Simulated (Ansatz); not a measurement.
Consider the following.

CdSe:
```
CELL_PARAMETERS angstrom
      0.00000     2.78214     2.78214
      2.78214     0.00000     2.78214
      2.78214     2.78214     0.00000
ATOMIC_POSITIONS crystal
  Cd 0.00000 0.00000 0.00000
  Se 0.50000 0.50000 0.50000
```

This is the LDA-relaxed structure.

### Question
All from the program Ansatz at the LDA level (PAW), unless another level is named. Give the Hill bulk and shear moduli.

### Answer
78.6 and 33.8 GPa.

### Question
Give the elastic constants (relaxed ions, GPa).

### Answer
C11 = 138, C12 = 48.7, C44 = 28.0.

### Question
Next, the highest zone-centre frequency?

### Answer
108 cm⁻¹.

Space group Fm-3m (rock salt). This is a known high-pressure phase of the composition, computed here at zero pressure and temperature. The cell was relaxed with LDA under the symmetry of its start; its stability against distortions is not shown here. As this level gives no gap, shear constants depend on the k-mesh and smearing (Fermi–Dirac, 0.1 eV here). As this level gives no gap, phonon frequencies hold no LO–TO term and depend on the k-mesh and smearing (Fermi–Dirac, 0.1 eV here).

Potentials: the later of the program's two PAW sets.
